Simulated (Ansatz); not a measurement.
Geometry optimisation in Ansatz: input, command and trajectory.

```yaml
crystal:
  lattice:
    - [-2.0529433525, 2.0529433525, 4.9668916284]
    - [2.0529433525, -2.0529433525, 4.9668916284]
    - [2.0529433525, 2.0529433525, -4.9668916284]
  atoms:
    - { symbol: Ca, position: [0.0, 0.0, 0.0] }
    - { symbol: Ge, position: [0.3799192385, 0.3799192385, 0.0] }
    - { symbol: Ge, position: [0.6200807615, 0.6200807615, 0.0] }
    - { symbol: Pd, position: [0.75, 0.25, 0.5] }
    - { symbol: Pd, position: [0.25, 0.75, 0.5] }
basis:
  ecutwfc: 420
kpoints:
  mp_grid: { grid: [12, 12, 12] }
hamiltonian:
  xc: pbesol
scf:
  occupations: { method: gaussian, width: 0.1 }
output:
  forces: true
  stress: true
  eigenvalues: true
relax:
  adjacent_minimum: "off"
  f_tol: 0.01
  max_steps: 30
  cell: { stress_tol: 0.1, fix: [volume] }
```

```bash
ansatz run input.yaml --threads 2 --pin off --max-ram 5120MiB --backend cpu --events-out ev --progress --plain --runs-dir out
```

The calculation used Ansatz, DFT PBEsol, scalar-relativistic, plane waves, PAW.

The volume is held at 0.91 times that of the relaxed cell.

Of 4 frames 3 are shown, positions in Å and forces in eV/Å; the SCF threshold varies from step to step. Steps run on the plane waves of an earlier cell, with a Pulay correction in the pressure. The basis is chosen afresh for the last frame, the zero of the energies, and at times for earlier ones too; energy and pressure can step there, also at an unchanged geometry. Where two frames share a geometry here, they differ by under 2 meV/atom and 0.3 GPa.

```xyz
5
Lattice="-2.0529 2.0529 4.9669 2.0529 -2.0529 4.9669 2.0529 2.0529 -4.9669" Properties=species:S:1:pos:R:3:forces:R:3 pbc="T T T" step=1 free_energy_over_end_meV_per_atom=1.01 pressure_GPa=11.87
Ca    0.0000    0.0000    0.0000    0.0000    0.0000    0.0000
Ge    0.0000    0.0000    3.7740    0.0000    0.0000    0.2434
Ge    0.0000    0.0000    6.1597    0.0000    0.0000   -0.2434
Pd    0.0000    2.0529    2.4834    0.0000    0.0000    0.0000
Pd    2.0529    0.0000    2.4834    0.0000    0.0000    0.0000
5
Lattice="-2.0494 2.0494 4.9842 2.0494 -2.0494 4.9842 2.0494 2.0494 -4.9842" Properties=species:S:1:pos:R:3:forces:R:3 pbc="T T T" step=2 free_energy_over_end_meV_per_atom=0.28 pressure_GPa=11.57
Ca    0.0000    0.0000    0.0000    0.0000    0.0000    0.0000
Ge    0.0000    0.0000    3.7973    0.0000    0.0000    0.0974
Ge    0.0000    0.0000    6.1711    0.0000    0.0000   -0.0974
Pd    0.0000    2.0494    2.4921    0.0000    0.0000    0.0000
Pd    2.0494    0.0000    2.4921    0.0000    0.0000    0.0000
5
Lattice="-2.0430 2.0430 5.0151 2.0430 -2.0430 5.0151 2.0430 2.0430 -5.0151" Properties=species:S:1:pos:R:3:forces:R:3 pbc="T T T" step=4 free_energy_over_end_meV_per_atom=0.00 pressure_GPa=11.25
Ca    0.0000    0.0000    0.0000    0.0000    0.0000    0.0000
Ge    0.0000    0.0000    3.8314    0.0000    0.0000   -0.0081
Ge    0.0000    0.0000    6.1988    0.0000    0.0000    0.0081
Pd    0.0000    2.0430    2.5076    0.0000    0.0000    0.0000
Pd    2.0430    0.0000    2.5076    0.0000    0.0000    0.0000
```

It took 58 s on 2 threads of Intel(R) Xeon(R) Platinum 8488C (Sapphire Rapids), on a shared host, peak memory 0.79 GiB.